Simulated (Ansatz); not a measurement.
## YCu: strain energy, fitted

YCu, Pm-3m, a = 3.424 Å. The structure is a Materials Project entry; whether it is the stable form wasn't checked. Ansatz: PBEsol, PAW, 420 eV, Γ-centred 12×12×12 mesh on 2 atoms, Gaussian smearing 0.10 eV; no spin polarisation. Series: equal strain along all axes, cell held, atoms fixed by symmetry; x is the strain in per cent. y is the free energy over the unstrained cell, V0 = 20.079 Å³/atom.

| x (%) | y (meV/atom) |
| --- | --- |
| -6.0 | 191.88 |
| -4.0 | 79.86 |
| -2.0 | 18.73 |
| 0.0 | 0.00 |
| 2.0 | 16.56 |
| 4.0 | ? |
| 6.0 | 132.73 |

Question: Fit y = c2 x² + c3 x³ to the other rows, turn c2 into a modulus, and predict the missing energy.

Answer: Least squares on the rows shown. y = 4.5018 x² − 0.13631 x³. In eV per unit strain² c2 is 45.02; the stiffness is B for this strain (E = 9/2 B V0 ε², shape held): 2 × 45.02 × 160.2 / (9 × 20.079) = 80 GPa. At x = 4.0 the fit asked for gives 63.30 meV/atom. The run gave 62.49 meV/atom, so the fit is 0.81 meV/atom too high, within twice the rms miss on the fitted rows (0.49 meV/atom).